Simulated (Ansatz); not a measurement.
Problem. Name crystals whose computed values (the program Ansatz at the PBEsol level (PAW)) fall in these windows: Θ_D (K) 560 to 740; G_Hill (GPa) 87 to 120.

Solution. 

```tsv
crystal	Θ_D (K)	G_Hill (GPa)
SrFeO3, cubic perovskite	627	103
Mg2ZnO3, P-3m1 (Mg on 2d, Zn on 1a, O on 2d, O on 1b)	703	95.8
Ti3AlC, anti-perovskite	669	103
Cr2SiC, P6_3/mmc (Cr on 4f, Si on 2d, C on 2a)	633	99.4
AlCo, CsCl type	641	120
```
Others may fit too.

Spin orders computed, not proven ground states: SrFeO3, cubic perovskite ferromagnetic; Cr2SiC, P6_3/mmc (Cr on 4f, Si on 2d, C on 2a) ferromagnetic. Standing as an ambient phase not checked: SrFeO3, cubic perovskite; Mg2ZnO3, P-3m1 (Mg on 2d, Zn on 1a, O on 2d, O on 1b); Ti3AlC, anti-perovskite; Cr2SiC, P6_3/mmc (Cr on 4f, Si on 2d, C on 2a). Began spin-polarised and lost the moments: AlCo, CsCl type. Perhaps ordered models of mixed-site phases: Mg2ZnO3, P-3m1 (Mg on 2d, Zn on 1a, O on 2d, O on 1b). All cells were relaxed under the symmetry of their starts (and spin orders); stability against distortions was not tested throughout. Rows with no word on spin ran without spin polarisation. No Hubbard U is applied. Spin–orbit coupling is left out wherever it is not named.

Potentials: the later of the program's two PAW sets.
